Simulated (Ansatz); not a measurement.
Ta (bcc (W type), Im-3m), a = b = c = 3.3190 Å, α = β = γ = 90.00°; the cell used has 1 atom.

Relaxed with PBE.

Which orbitals make up the states near the Fermi level in PBE in the plane-wave PAW code Ansatz?

Within 0.5 eV of the Fermi level: Ta 5d 85 %, Ta 6s 8 %, outside the projected shells 6 %. Projections are on Löwdin-orthogonalised atomic valence shells; empty p or d shells of many metals are not among them.

Tabulate the density of states.

States/eV per cell of 1 atom, in 0.25 eV bins, energy from the Fermi level.

```csv
E (eV),total,Ta 5d,Ta 6s,Ta 5p
-7.85,0.01,0.00,0.00,0.00
-7.60,0.03,0.00,0.03,0.00
-7.35,0.04,0.00,0.04,0.00
-7.10,0.06,0.00,0.05,0.00
-6.85,0.07,0.00,0.06,0.00
-6.60,0.08,0.00,0.07,0.00
-6.35,0.09,0.00,0.08,0.00
-6.10,0.11,0.01,0.09,0.00
-5.85,0.12,0.01,0.10,0.00
-5.60,0.14,0.01,0.12,0.00
-5.35,0.16,0.02,0.13,0.00
-5.10,0.19,0.03,0.14,0.01
-4.85,0.22,0.05,0.16,0.01
-4.60,0.27,0.08,0.18,0.01
-4.35,0.45,0.22,0.22,0.01
-4.10,0.64,0.38,0.24,0.01
-3.85,0.63,0.40,0.22,0.01
-3.60,0.70,0.49,0.19,0.01
-3.35,0.80,0.61,0.17,0.01
-3.10,0.91,0.73,0.15,0.01
-2.85,1.18,1.01,0.14,0.02
-2.60,0.89,0.79,0.09,0.01
-2.35,0.56,0.51,0.04,0.01
-2.10,0.39,0.37,0.02,0.01
-1.85,0.35,0.33,0.01,0.01
-1.60,0.91,0.88,0.01,0.01
-1.35,2.35,2.28,0.01,0.03
-1.10,1.53,1.46,0.03,0.02
-0.85,1.39,1.29,0.05,0.02
-0.60,1.41,1.26,0.07,0.02
-0.35,1.88,1.61,0.16,0.02
-0.10,1.60,1.35,0.14,0.02
0.15,1.12,0.96,0.08,0.01
0.40,0.90,0.77,0.05,0.01
0.65,0.62,0.51,0.04,0.00
0.90,0.33,0.24,0.02,0.00
1.15,0.31,0.24,0.01,0.00
1.40,0.29,0.25,0.01,0.00
1.65,0.32,0.31,0.01,0.00
1.90,0.54,0.51,0.02,0.00
2.15,0.66,0.63,0.02,0.00
2.40,0.73,0.69,0.02,0.00
2.65,0.78,0.74,0.02,0.00
2.90,0.85,0.81,0.02,0.00
3.15,1.00,0.95,0.02,0.00
3.40,1.09,1.05,0.02,0.00
3.65,1.08,1.04,0.02,0.00
3.90,1.21,1.17,0.02,0.00
4.15,1.11,1.08,0.01,0.00
4.40,1.15,1.11,0.02,0.00
4.65,2.05,1.92,0.10,0.00
```

Symmetry was held in the PBE relaxation. The run is not spin-polarised. Scalar-relativistic: spin–orbit coupling is off unless named, which matters more the heavier the elements.

Potentials: the earlier of the program's two PAW sets.
